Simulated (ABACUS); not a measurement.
A self-consistent single point of GaN (P6_3mc, 4 atoms in the cell; from Materials Project mp-804, changed as shown) with ABACUS.

Computed with PBE, PseudoDojo 0.5 standard norm-conserving PBE (tails mended) pseudopotentials (plane waves; ABACUS 3.10.1).

The change in words: lattice scaled by 1.03; ecutwfc: 84 Ry → 50.4 Ry. Reference geometry (P6_3mc):
```xyz
4
Lattice="3.1889 0.0000 0.0000 -1.5945 2.7617 0.0000 0.0000 0.0000 5.1924" Properties=species:S:1:pos:R:3 pbc="T T T"
Ga     1.5945     0.9206     2.5914
Ga     0.0000     1.8411     5.1876
N      1.5945     0.9206     4.5481
N      0.0000     1.8411     1.9519
```

Reference input (self-consistent single point, DFT, PBE, plane waves, PseudoDojo 0.5 standard norm-conserving PBE (tails mended) pseudopotentials): KPT = Gamma 10 10 5 0 0 0; basis_type = pw; ecutwfc = 84 Ry; smearing_method = fixed; potentials = PseudoDojo 0.5 standard norm-conserving PBE (tails mended); symmetry = 1; symmetry_prec = 1e-05; ks_solver = dav; scf_nmax = 100; scf_thr = 1.0e-09 Ry; mixing_type = pulay. This run's input differs from it in these lines:

```diff
@@ -5,3 +5,3 @@
 pseudo_dir           ./
-ecutwfc              84.0
+ecutwfc              50.4
 symmetry             1
@@ -25,5 +25,5 @@
 LATTICE_VECTORS
-   6.0262043306    0.0000000000    0.0000000000
-  -3.0131021653    5.2188453000    0.0000000000
-   0.0000000000    0.0000000000    9.8121383405
+   6.2069906495    0.0000000000    0.0000000000
+  -3.1034953247    5.3754109992    0.0000000000
+   0.0000000000    0.0000000000   10.1065028686
```

Output, abridged:

```
 SELF-CONSISTENT
 -------------------------------------------
                                 init_chg = atomic

 PW ALGORITHM --------------- ION=   1  ELEC=   1--------------------------------

 Density error is 1.04775839197
                          Error Threshold = 0.01
 E_KohnSham     -346.1533153329      -4709.6574701182
 E_Fermi        0.5171570072         7.0362820581

 PW ALGORITHM --------------- ION=   1  ELEC=   2--------------------------------

 Density error is 1.14053983198
                          Error Threshold = 0.00291043997769
 E_KohnSham     -346.4171544009      -4713.2471847977
   [... lines left out ...]

 Density error is 1.11325199733e-09
                          Error Threshold = 7.33187681257e-11
 E_KohnSham     -346.6372560718      -4716.2418216612
 E_Fermi        0.6862681072         9.3371566143

 PW ALGORITHM --------------- ION=   1  ELEC=   9--------------------------------

 Density error is 1.55520247578e-10
                          Error Threshold = 3.09236665926e-12
 E_KohnSham     -346.6372560720      -4716.2418216647
 E_KS(sigma->0) -346.6372560720      -4716.2418216647
 E_entropy(-TS) 0.0000000000         0.0000000000
 E_Fermi        0.6862657654         9.3371247521
 charge density convergence is achieved
 final etot is -4716.2418217 eV
 EFERMI = 9.3371247521 eV

 STATE ENERGY(eV) AND OCCUPATIONS    NSPIN == 1
   [... 25 lines left out ...]

 TOTAL-FORCE (eV/Angstrom)
                       Ga1         0.0000000000         0.0000000000        -0.0084896666
                       Ga2         0.0000000000         0.0000000000        -0.0084896666
                        N1         0.0000000000         0.0000000000         0.0084896666
                        N2         0.0000000000         0.0000000000         0.0084896666

 TOTAL-STRESS (KBAR)
     -2638.6635209023         0.0000000245         0.0000000000
         0.0000000245     -2638.6640945598         0.0000000000
         0.0000000000         0.0000000000     -2642.2042935372
 TOTAL-PRESSURE: -2639.843970 KBAR

 --------------------------------------------
 !FINAL_ETOT_IS -4716.2418216646601650 eV
 --------------------------------------------
```

The run converged in 9 iterations. Against the reference run the free energy goes up by 3.00 eV/atom, the pressure goes from 5.34 to -264.0 GPa and the largest force hardly changes (0.007 to 0.008 eV/Å).

This run is one point of a test of settings, so its values need not be converged; read them against the reference run alone. The structure comes from a collection of computed structures, made at another level of theory; the collection holds predicted forms beside known ones.

Cost on one core: very roughly 50 core-seconds.

At a cut-down plane-wave cutoff the stress holds a Pulay term: a spurious tension from the incomplete basis, which lowers the pressure; energies, forces and gaps of such rows are unconverged too.

“Tails mended”: in these copies of the files the far tail of each local potential was reset to the Coulomb form.
